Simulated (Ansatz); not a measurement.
**Ga₃Sb₂As: rattling a relaxed structure**

The structure comes from a generated guess, relaxed at this level; another structure or a mixture of phases may lie lower.

These are results of Ansatz, DFT PBE, scalar-relativistic, plane waves, PAW, not measurements. Settings: cutoff 420 eV, Γ-centred mesh 12×12×2 on the computed 12-atom cell, Gaussian smearing of 0.10 eV; no spin polarisation.

The cell below (12 atoms, space group P6_3mc (No. 186)) is relaxed within its symmetry.

```cif
data_structure
_symmetry_space_group_name_H-M 'P 1'
_symmetry_Int_Tables_number 1
_cell_length_a 4.2754
_cell_length_b 4.2754
_cell_length_c 21.1352
_cell_angle_alpha 90.000
_cell_angle_beta 90.000
_cell_angle_gamma 120.000
_cell_volume 334.57
loop_
_atom_site_label
_atom_site_type_symbol
_atom_site_fract_x
_atom_site_fract_y
_atom_site_fract_z
_atom_site_occupancy
Ga1 Ga 0.33333 0.66667 0.33941 1
Ga2 Ga 0.33333 0.66667 0.66693 1
Ga3 Ga 0.33333 0.66667 0.99391 1
Ga4 Ga 0.66667 0.33333 0.16693 1
Ga5 Ga 0.66667 0.33333 0.49391 1
Ga6 Ga 0.66667 0.33333 0.83941 1
Sb1 Sb 0.33333 0.66667 0.12184 1
Sb2 Sb 0.33333 0.66667 0.79401 1
Sb3 Sb 0.66667 0.33333 0.29401 1
Sb4 Sb 0.66667 0.33333 0.62184 1
As1 As 0.33333 0.66667 0.45789 1
As2 As 0.66667 0.33333 0.95789 1
```

For the test it was strained at random (σ = 1.5 % a component), the atoms were moved at random (σ = 0.15 Å), and all was relaxed again on a coarse 6×6×1 mesh (in the run’s order of axes) with 0.20 eV smearing, with no symmetry imposed.

These runs have no spin–orbit coupling, which can matter for Sb.

Task: Is the structure stable against such a distortion?

Result: It returns, within 1 meV/atom of the unmoved cell on that mesh and with the same symmetry when read at 0.1 Å. So it is stable against the distortions that fit this cell and that this random move excites. Modes that don't fit the cell aren't tested.
